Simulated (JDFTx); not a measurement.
Co(0001) slab cut from bulk Co (space group P6_3/mmc, indices of the conventional cell, lattice of the Materials Project entry mp-54, not re-optimised): 4 atoms in 4 planes, a 1x1 cell of 5.29 Å² (|a| = 2.472, |b| = 2.472 Å), 6.0 Å between the outermost planes, cell height 22.0 Å, 12×12×1 k mesh, Fermi smearing 0.004 Ha, spin-polarised from a ferromagnetic start.

The reference is PBE, GBRV ultrasoft potentials, plane waves to 20/100 Ha; code: JDFTx (a modified build). Unrelaxed; liquid: linear PCM (GLSSA13), water, 1 M NaF. The reference uses energyDiffThreshold 1e-8 (1e-7 at fixed potential) and fluid knormThreshold 1e-11; each other row changes one option in all its runs. The electron chemical potential μ is absolute (zero in the bulk liquid) and is turned into a potential by U = −μ/e − 4.44 V vs SHE, a convention.

Options: reference; energyDiffThreshold 1e-5; energyDiffThreshold 1e-6; energyDiffThreshold 1e-10; fluid knormThreshold 1e-9; fluid knormThreshold 1e-10; fluid knormThreshold 1e-12.

Q: Which options move the work function or U_pzc by more than 0.02 from the reference?

A: energyDiffThreshold 1e-5; energyDiffThreshold 1e-6.

```csv
option,"F − F(reference), vacuum (meV/cell)",work function (eV),U_pzc (V),U at -0.0528 e (V)
reference,0.0,5.011,0.297,-0.24
energyDiffThreshold 1e-5,0.7,5.728,0.271,-0.28
energyDiffThreshold 1e-6,0.0,5.038,0.292,-0.26
energyDiffThreshold 1e-10,0.0,5.019,–,–
fluid knormThreshold 1e-9,0.0,5.011,0.307,-0.24
fluid knormThreshold 1e-10,0.0,5.011,–,–
fluid knormThreshold 1e-12,0.0,5.011,0.296,-0.25
```

A dash marks a run that didn't converge or wasn't made; the third decimal is shown to expose solver noise and isn't converged.
